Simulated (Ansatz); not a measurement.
Yb (fcc, Cu type)

```xyz
1
Lattice="0.0000 2.6118 2.6118 2.6118 0.0000 2.6118 2.6118 2.6118 0.0000" Properties=species:S:1:pos:R:3 pbc="T T T"
Yb     0.0000     0.0000     0.0000
```

The slice is a {110} plane (indices of the conventional cell) through the point (0.000, 0.000, 0.000) (fractional), spanned by u = [100] and v = [1 -1 -1] in vectors of this cell: u (3.69 Å) and v (5.22 Å, at 90° to u). It covers one period; positions are fractions (u, v).

The numbers are results of PBE (plane waves to 420 eV, PAW, scalar-relativistic; Ansatz, a first-principles code), not measurements. k mesh 15×15×15. These are valence fields of a PAW run, semicore shells included where kept as valence: close to a nucleus they are smooth pseudo fields. The relaxed volume of Yb is well below the measured one. Yb is run without spin polarisation. Yb was relaxed with its symmetry unable to fall. The f-shell state is unchecked: a lower one may exist.

Task: What is the ELF at the midpoint of the shortest Yb–Yb line in this plane (3.69 Å)?

Result: 0.2.

Task: What is the valence density on the shortest Yb–Yb line in this plane (3.69 Å), at its midpoint?

Result: 0.08 e/Å³.

Task: Predict the map of the electron localisation function (ELF) on the slice.

Result: 
```
|xxxxxx996611000011110000116699xxxx|
|xxxx9988441100002222000011448899xx|
|9999885522000011333311000022558899|
|6666442200000022444422000000224466|
|2222110000001133444433110000001122|
|0000000000113344555544331100000000|
|0000111122334444555544443322111100|
|3333334444444444444444444444443333|
|5555555555444433333333444455555555|
|6666666655443322222222334455666666|
|7777666655443322111122334455666677|
|7777776655443322111122334455667777|
|7777666655443322111122334455666677|
|6666666655443322222222334455666666|
|5555555555444433333333444455555555|
|3333334444444444444444444444443333|
|0000111122334444555544443322111100|
|0000000000113344555544331100000000|
|2222110000001133444433110000001122|
|6666442200000022444422000000224466|
|9999885522000011333311000022558899|
|xxxx9988441100002222000011448899xx|
|xxxxxx996611000011110000116699xxxx|
|xxxxxx996622000011110000226699xxxx|
```
Scale: ten equal steps from 0.08 (start of '0') to 0.78 (end of '9'), in the order '0123456789'. Values: electron localisation function (ELF). The map has 17 points along u (two characters each, u = 0 at the left) and 24 along v (v = 0 in the bottom row). Points within 0.5 Å of a nucleus are blanked (x), as the pseudised field means little there.
